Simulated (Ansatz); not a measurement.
## Sb: frozen-core PAW against all-electron methods

```
CELL_PARAMETERS angstrom
2.15060 1.24165 3.66912
-2.15060 1.24165 3.66912
0.00000 -2.48330 3.66912
ATOMIC_POSITIONS crystal
Sb 0.23364 0.23364 0.23364
Sb 0.76636 0.76636 0.76636
```

Atoms are numbered in the order listed.

The structure is an experimental refinement, used without relaxation. The listed cell was then made from it by scaling, straining or moving an atom.

No spin–orbit coupling, which matters for the heavy atoms here.

Levels of theory: DFT, LDA, PAW with Ansatz's default frozen-core files, scalar-relativistic (Ansatz 0.2.0); DFT, LDA, all-electron LAPW, scalar-relativistic (Ansatz 0.2.0).

For PAW: a Γ-centred 12×12×12 k mesh, Fermi–Dirac smearing of 0.03 eV, cutoff 420 eV, no spin polarisation; the PAW files were made with PBE, and the program remakes their frozen cores for this functional. LAPW targets a basis error of 0.5 meV/atom. The Ansatz runs share mesh, smearing and spin set-up. Plane-wave (PAW) pressures include the program's estimate of the Pulay term.

Stress and pressure are positive in compression.

PAW results:

```
              quantity    PAW
        pressure (GPa)   0.19
       stress xx (GPa)   0.10
       stress zz (GPa)   0.37
force on Sb1, z (eV/Å)  0.203
```

(1) What does LAPW (all electrons) give for the same quantities?

## Answers

(1) 
| quantity | LAPW |
| --- | --- |
| pressure (GPa) | 0.22 |
| stress xx (GPa) | 0.13 |
| stress zz (GPa) | 0.40 |
| force on Sb1, z (eV/Å) | 0.204 |
